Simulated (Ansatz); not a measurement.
**Does relaxation matter for the field gradients of CdSe with La replacing Cd?**

Start: a supercell of CdSe (wurtzite type, P6_3mc) built from an entry of the Crystallography Open Database (COD) (the entry's cell lengths or inner coordinates differ somewhat from later room-temperature determinations), with all atoms left at the host's positions.

Space group P3m1 (No. 156); a = 8.6000, c = 14.0400 Å, γ = 120.00°.

```
site  Wyckoff  site symmetry       x       y       z
  La       1a            3m.  0.0000  0.0000  0.0000
 Cd2       1a            3m.  0.0000  0.0000  0.5000
 Cd3       3d            .m.  0.0000  0.5000  0.0000
 Cd4       3d            .m.  0.0000  0.5000  0.5000
 Cd9       3d            .m.  0.1667  0.8333  0.2500
Cd10       3d            .m.  0.1667  0.8333  0.7500
Cd15       1c            3m.  0.6667  0.3333  0.2500
Cd16       1c            3m.  0.6667  0.3333  0.7500
Se17       1a            3m.  0.0000  0.0000  0.1925
Se18       1a            3m.  0.0000  0.0000  0.6925
Se19       3d            .m.  0.0000  0.5000  0.1925
Se20       3d            .m.  0.0000  0.5000  0.6925
Se25       3d            .m.  0.1667  0.8333  0.4425
Se26       3d            .m.  0.1667  0.8333  0.9425
Se31       1c            3m.  0.6667  0.3333  0.4425
Se32       1c            3m.  0.6667  0.3333  0.9425
```

One atom of each set is listed.

Level of theory: DFT, PBE, plane waves and PAW, scalar-relativistic, 420 eV cutoff, Γ-centred 3×3×2 k-points, Fermi–Dirac smearing 0.01 eV, cell charge +1 (Ansatz 0.2.0).

The largest force at the start is 2.4 eV/Å. Relaxing the ions at fixed cell moves them by 0.238 Å at most (atom 28, Se) and 0.108 Å rms.

| site | moved (Å) | first shell before | first shell after | V_zz before (10²¹ V/m²) | η before |
| --- | --- | --- | --- | --- | --- |
| La | 0.016 | 4 Se at 2.61–2.70 Å | 4 Se at 2.83–2.85 Å | 2.62 | 0.00 |
| Cd2 | 0.089 | 4 Se at 2.61–2.70 Å | 4 Se at 2.62–2.66 Å | 4.20 | 0.00 |
| Cd3 | 0.093 | 4 Se at 2.61–2.70 Å | 4 Se at 2.60–2.63 Å | -1.98 | 0.34 |
| Cd9 | 0.132 | 4 Se at 2.61–2.70 Å | 4 Se at 2.61–2.65 Å | 1.90 | 0.89 |
| Cd10 | 0.130 | 4 Se at 2.61–2.70 Å | 4 Se at 2.60–2.66 Å | 5.71 | 0.02 |
| Cd15 | 0.019 | 4 Se at 2.61–2.70 Å | 4 Se at 2.61–2.63 Å | 2.12 | 0.00 |
| Cd16 | 0.096 | 4 Se at 2.61–2.70 Å | 4 Se at 2.62 Å | 3.87 | 0.00 |
| Se17 | 0.129 | 3 Cd at 2.61 Å, 1 La at 2.70 Å | 3 Cd at 2.65 Å, 1 La at 2.85 Å | -15.96 | 0.00 |
| Se19 | 0.016 | 4 Cd at 2.61–2.70 Å | 4 Cd at 2.60–2.63 Å | 1.15 | 0.62 |
| Se20 | 0.087 | 4 Cd at 2.61–2.70 Å | 4 Cd at 2.60–2.63 Å | -1.69 | 0.62 |
| Se25 | 0.030 | 4 Cd at 2.61–2.70 Å | 4 Cd at 2.61–2.62 Å | 0.51 | 0.57 |
| Se26 | 0.238 | 3 Cd at 2.61–2.70 Å, 1 La at 2.61 Å | 3 Cd at 2.63–2.66 Å, 1 La at 2.83 Å | -15.49 | 0.22 |
| Se31 | 0.076 | 4 Cd at 2.61–2.70 Å | 4 Cd at 2.61 Å | -0.23 | 0.00 |
| Se32 | 0.016 | 4 Cd at 2.61–2.70 Å | 4 Cd at 2.62–2.63 Å | -4.54 | 0.00 |

Problem. What are V_zz and η after the relaxation?

Solution. 

```csv
site,V_zz after,η after,change of V_zz
La,-0.24,0.00,-2.86
Cd2,0.92,0.00,-3.28
Cd3,3.34,0.62,–
Cd9,-2.65,0.85,–
Cd10,4.96,0.53,-0.75
Cd15,-0.65,0.00,-2.77
Cd16,-0.61,0.00,-4.48
Se17,-13.51,0.00,+2.45
Se19,2.55,0.25,–
Se20,-1.59,0.05,+0.10
Se25,2.02,0.70,+1.51
Se26,-15.74,0.08,-0.25
Se31,0.50,0.00,+0.73
Se32,-0.45,0.00,+4.09
```

The largest change of V_zz along a kept axis is on Cd16, from 3.87 to -0.61. Where |V_zz| stays above 0.1 and the axes keep their order, η moves most on Se20, from 0.62 to 0.05. On Se25 V_xx and V_yy change places (or their axes turn by over 50°), so the two values of η hide a larger change. V_zz changes sign on Cd16 (same axis), La (same axis), Cd15 (same axis), Se31 (same axis). On Cd3, Cd9, Se19 the largest principal value lies along another axis in the second run, so the two V_zz can't be compared directly. The table leaves out 2 of the 16 sites, with |V_zz| up to 3.50; their tensors move by 2.55 at most along any direction. The statements above cover all sites. The host's own positions weren't relaxed first, so part of the change far from the defect can be the host's relaxation.

The defect repeats with the cell of 32 atoms, so it feels its images: sites between two images don't show the values beside a lone defect, and zeros or small values of η there can come from the images' arrangement. Cd and Se carry a gradient in the pure host already, so the values there aren't the defect's effect alone. A uniform background compensates the cell's charge. Without spin–orbit coupling (the program notes it for Cd and La) the gradients can shift by some per cent, and by up to a factor of two as the program warns, since there is only a small gap. With a gap of 0.8 eV on this mesh, small gradients can still move by 0.1 × 10²¹ V/m² or more as the k-mesh gets denser.
Before: The neighbours have not yet relaxed around the defect (largest force 2.4 eV/Å), and relaxing can change the values around it severalfold.
After: The relaxation keeps the site symmetry 3m of the start, so the impurity can move only along its axis; a start off the site could end lower.
